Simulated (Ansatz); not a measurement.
Ni: constraining the magnetisation

System: Ni, an experimental structure (space group Fm-3m); the cell holds 1 atom. The computed pressure is over 10 GPa in size, so the cell is far from the computed equilibrium volume. Source: COD entry 9012991, which need not be the ambient phase.

```
Ni
1.0
     0.00000    1.76835    1.76835
     1.76835    0.00000    1.76835
     1.76835    1.76835    0.00000
Ni
1
Direct
  0.00000 0.00000 0.00000
```

Site labels below count the atoms in this order, from 1.

Method: Ansatz, DFT, LDA, PAW, plane waves, scalar-relativistic.

```
Plane-wave cutoff : 420 eV
k-point mesh      : 12×12×12 (Γ-centred)
Occupations       : Gaussian smearing, 0.1 eV
Valence electrons : 18
```

The total moment includes the space between the atomic spheres.

For a metal this mesh leaves errors of several meV/atom.

Each run fixes N↑ − N↓ and starts with that moment spread in parallel over the Ni atoms; no search for lower states follows. F is the free energy per cell, and F(lowest) that of the lowest run, the runs with a free moment included. A row is the solution that its start led to, not a proven minimum at that M. The run at M = 0 starts without moments and gives the spin-unpolarised solution. The cell holds one magnetic atom, so only parallel order fits; orders in a larger cell may lie lower.

The run at M = 0.98 μB took 3.3 s on 2 threads of Intel(R) Xeon(R) Processor @ 2.50GHz (Skylake/Cascade Lake) (shared host), peak memory 0.28 GiB.

```json
{"fixed M (μB/cell)": "0.00", "F − F(lowest) (meV/cell)": "38", "moments of Ni1 (μB)": "0.00"}
{"fixed M (μB/cell)": "0.24", "F − F(lowest) (meV/cell)": "?", "moments of Ni1 (μB)": "?"}
{"fixed M (μB/cell)": "0.49", "F − F(lowest) (meV/cell)": "5", "moments of Ni1 (μB)": "0.52"}
{"fixed M (μB/cell)": "0.73", "F − F(lowest) (meV/cell)": "2", "moments of Ni1 (μB)": "0.76"}
{"fixed M (μB/cell)": "0.98", "F − F(lowest) (meV/cell)": "84", "moments of Ni1 (μB)": "0.99"}
{"fixed M (μB/cell)": "1.22", "F − F(lowest) (meV/cell)": "254", "moments of Ni1 (μB)": "1.19"}
{"fixed M (μB/cell)": "1.46", "F − F(lowest) (meV/cell)": "544", "moments of Ni1 (μB)": "1.39"}
{"fixed M (μB/cell)": "1.71", "F − F(lowest) (meV/cell)": "?", "moments of Ni1 (μB)": "?"}
{"fixed M (μB/cell)": "1.95", "F − F(lowest) (meV/cell)": "1566", "moments of Ni1 (μB)": "1.77"}
```

Fill in the row for M = 0.24 μB.

29 meV; moments Ni1 0.26 μB.

Fill in the row for M = 1.71 μB.

974 meV; moments Ni1 1.58 μB.

With the constraint released: “usual moment, free total moment [Ni1 2.00 μB]” ends at 0.67 μB, 0 meV; “usual moment scaled by 0.1, free total moment [Ni1 0.20 μB]” ends at 0.67 μB, 0 meV.
